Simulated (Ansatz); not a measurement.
Relaxed-ion elastic tensor of MgS in space group P4_2/mnm (No. 136; Mg on 4g, S on 4f) in GPa (Voigt order), r²SCAN in the plane-wave PAW code Ansatz; density 1.98 g/cm³, 23.67 Å³ per atom.

```tsv
	1	2	3	4	5	6
1	55.9	50.9	48.0	0.0	0.0	0.0
2	50.9	55.9	48.0	0.0	0.0	0.0
3	48.0	48.0	99.5	0.0	0.0	0.0
4	0.0	0.0	0.0	18.0	0.0	0.0
5	0.0	0.0	0.0	0.0	18.0	0.0
6	0.0	0.0	0.0	0.0	0.0	24.3
```

Question: Is the crystal mechanically stable?

Answer: Yes: the smallest eigenvalue of C is 5.0 GPa.

Question: Work out the Voigt, Reuss and Hill averages.

Answer: K_V = 56.1, K_R = 52.9, K_H = 54.5; G_V = 16.3, G_R = 8.2, G_H = 12.3 GPa.

Question: Give Young's modulus, Poisson's ratio, Pugh's ratio and the universal anisotropy index.

Answer: E = 9KG/(3K + G) = 34.2 GPa; ν = 0.40; K/G = 4.45 (ductile by the Pugh limit of 1.75); A_U = 5G_V/G_R + K_V/K_R − 6 = 5.05.

Question: Estimate the sound speeds and the Debye temperature.

Answer: v_l = √((K + 4G/3)/ρ) = 5990 m/s, v_t = √(G/ρ) = 2490 m/s, mean 2820 m/s; Θ = (h/k)(3n/4πV)^(1/3) v_m = 292 K.

Question: Solve the Christoffel equation for the three sound speeds along x, y, z.

Answer: Eigenvalues of C_ijkl n_j n_l equal ρv². In km/s, slowest first: x 3.01, 3.51, 5.32; y 3.01, 3.51, 5.32; z 3.01, 3.01, 7.09.

Question: How much does each axis shrink under pressure?

Answer: Linear compressibilities β_i = Σ_j S_ij (j = 1 to 3): x 8.6, y 8.6, z 1.8 per TPa.

The start of the workflow was typed in or built on a structure type; neither database checked (COD, Materials Project) lists it. COD files the formula under space group No. 225. Whether it is the stable phase at ambient conditions was not checked. The cell was relaxed with r²SCAN under the symmetry of its start; its stability against distortions is not shown here.

Potentials: the earlier of the program's two PAW sets. The files were generated under PBE; for other functionals the program regenerates the frozen cores, and for LDA and PBEsol the local potential too.
